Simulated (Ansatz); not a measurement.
## Cost of a DFT run on MgMn₄Cr₂O₁₂

```yaml
crystal:
  lattice:
    - [4.4263205696, -2.5433820888, 0.0]
    - [4.4263205696, 2.5433820888, 0.0]
    - [-0.1002111072, 0.0, 10.1438324298]
  atoms:
    - { symbol: Mg, position: [0.165813, 0.834187, 0.5] }
    - { symbol: Mn, position: [0.338405, 0.833201, 0.236928], spin: 3.0 }
    - { symbol: Mn, position: [0.166799, 0.661595, 0.763072], spin: 3.0 }
    - { symbol: Mn, position: [0.834643, 0.333364, 0.750786], spin: 3.0 }
    - { symbol: Mn, position: [0.666636, 0.165357, 0.249214], spin: 3.0 }
    - { symbol: Cr, position: [0.49908, 0.00072, 0.752331], spin: 3.0 }
    - { symbol: Cr, position: [0.99928, 0.50092, 0.247669], spin: 3.0 }
    - { symbol: O, position: [0.156225, 0.007552, 0.848273] }
    - { symbol: O, position: [0.855899, 0.988147, 0.64965] }
    - { symbol: O, position: [0.992448, 0.843775, 0.151727] }
    - { symbol: O, position: [0.333017, 0.520767, 0.3499] }
    - { symbol: O, position: [0.655677, 0.843446, 0.346033] }
    - { symbol: O, position: [0.836919, 0.656945, 0.847995] }
    - { symbol: O, position: [0.156554, 0.344323, 0.653967] }
    - { symbol: O, position: [0.479233, 0.666983, 0.6501] }
    - { symbol: O, position: [0.343055, 0.163081, 0.152005] }
    - { symbol: O, position: [0.662767, 0.49176, 0.152525] }
    - { symbol: O, position: [0.011853, 0.144101, 0.35035] }
    - { symbol: O, position: [0.50824, 0.337233, 0.847475] }
magnetization:
  spin_polarized: true
kpoints:
  mp_grid: { grid: [5, 5, 2] }
scf:
  occupations: { method: fermi_dirac, width: 0.02 }
hamiltonian:
  xc: pbe
  pseudopotentials: { kind: paw }
output:
  forces: true
  stress: true
  populations: true
  efg:
    quadrupole_moments_barn: { Mg: 0.1994, Mn: 0.33, Cr: -0.15, O: -0.02558 }
    contact_densities: true
```

```sh
ansatz run input.yaml --threads 2 --pin off --max-ram 5120MiB --backend cpu --events-out ev --progress --plain --runs-dir out
```

It runs on 2 threads of Intel Xeon Processor @ 2.50GHz (Skylake/Cascade Lake) (x86_64; 62 cores open to the job, memory cap 5.0 GiB, no GPU), a shared host with a load of 0.9 a core.

Task: How much time and memory should be set aside?

Result: About 4.8 min of wall time (9 min of CPU time) and 1.4 GiB. The run holds 170 valence electrons in 113 bands, about 4473 plane waves a k-point and 18 irreducible k-points, and took 26 SCF iterations. Times on a shared host vary by tens of per cent.
